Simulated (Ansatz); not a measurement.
# From the elastic tensor of HgPd to moduli and sound speeds

Method: DFT LDA, scalar-relativistic, plane waves, PAW in Ansatz. Plane waves to 420 eV; Γ-centred k mesh 14×14×12; Fermi-Dirac smearing of 0.15 eV. No spin polarisation.

The structure is tetragonal, space group P4/mmm (No. 123). Conventional cell: a = 2.992 Å, b = 2.992 Å, c = 3.675 Å, α = 90.00°, β = 90.00°, γ = 90.00°. Around Hg (site symmetry 4/mmm) lie 8 Pd at 2.80 Å and 4 Hg at 2.99 Å. Pd (site symmetry 4/mmm) has 8 Hg at 2.80 Å and 4 Pd at 2.99 Å as nearest neighbours.

In a metal, frequencies and elastic constants depend on the k mesh and the smearing, soft modes and shear constants most. Spin–orbit coupling is left out, which can shift energies with elements as heavy as these.

Relaxed-ion constants (GPa, on the Cartesian axes of the calculation):
```
207.0 130.3 155.0   0.0   0.0   0.0
130.3 207.0 155.0   0.0   0.0   0.0
155.0 155.0 188.7   0.0   0.0   0.0
  0.0   0.0   0.0  69.1   0.0   0.0
  0.0   0.0   0.0   0.0  69.1   0.0
  0.0   0.0   0.0   0.0   0.0  41.1
```

Density 15.499 g/cm³; 2 atoms in 32.89 Å³.

The values that follow are for a polycrystal of randomly turned grains, by Hill's mean where one number stands. In a crystal this anisotropic the Voigt and Reuss bounds lie far apart, so Hill's mean and the sound speeds and Debye temperature from it are rough.

With S = C⁻¹: B_V = (C11+C22+C33+2(C12+C13+C23))/9, G_V = (C11+C22+C33−C12−C13−C23+3(C44+C55+C66))/15, 1/B_R = S11+S22+S33+2(S12+S13+S23), 15/G_R = 4(S11+S22+S33−S12−S13−S23)+3(S44+S55+S66); Hill is their mean. Then v_l = √((B+4G/3)/ρ), v_t = √(G/ρ), v_m = [(2/v_t³+1/v_l³)/3]^(−1/3) and Θ = (ħ/k_B)·v_m·(6π²n/V)^(1/3) for n atoms in the volume V; E = 9BG/(3B+G), ν = (3B−2G)/(2(3B+G)) and A^U = 5G_V/G_R + B_V/B_R − 6.

| Item | Value |
| --- | --- |
| Bulk modulus, Voigt / Reuss / Hill | 164.8 / 164.7 / 164.8 GPa |
| Shear modulus, Voigt / Reuss / Hill | 46.7 / 35.1 / 40.9 GPa |
| Young's modulus | 113 GPa |
| Poisson ratio | 0.385 |
| Pugh ratio B/G | 4.03 (over 1.75, the rule of thumb for ductile) |
| Universal anisotropy index | 1.66 |
| Longitudinal and transverse sound speeds | 3761 and 1624 m/s |
| Debye temperature from the mean sound speed | 215 K |

Cost: 1 run of about 3.4 core-minutes, on Arm Neoverse V2 (shared hosts).